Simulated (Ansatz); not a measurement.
According to plane-wave PAW PBE+D3(BJ) (Ansatz code), BAs in the orthorhombic phase (Pnma; B on 4c, As on 4c) relaxes to a = 6.540 Å, b = 3.413 Å, c = 5.682 Å. Against the elements it lies at 257 meV/atom, with no fitted shifts.

It is gapped at this level: 0.44 eV (indirect). Gap from PBE+D3(BJ) with spin–orbit coupling: 0.44 eV. The hole mass is 0.15, 0.47, 0.88 mₑ (principal values).

The bulk modulus is 102 GPa.

The start of the workflow was typed in or built on a structure type; neither database checked (COD, Materials Project) lists it. It is not the phase usual at ambient conditions (space group No. 216). Symmetry was held in the PBE+D3(BJ) relaxation; whether a distortion lowers the energy is not shown. The volume moved by 25 % from the start of the relaxation. Its formation energy is positive at this level, so the cell may be metastable or incomplete. The references are the lowest solids computed at this level, not always the standard phases. Spin–orbit coupling is left out wherever it is not named.

Potentials: the later of the program's two PAW sets.
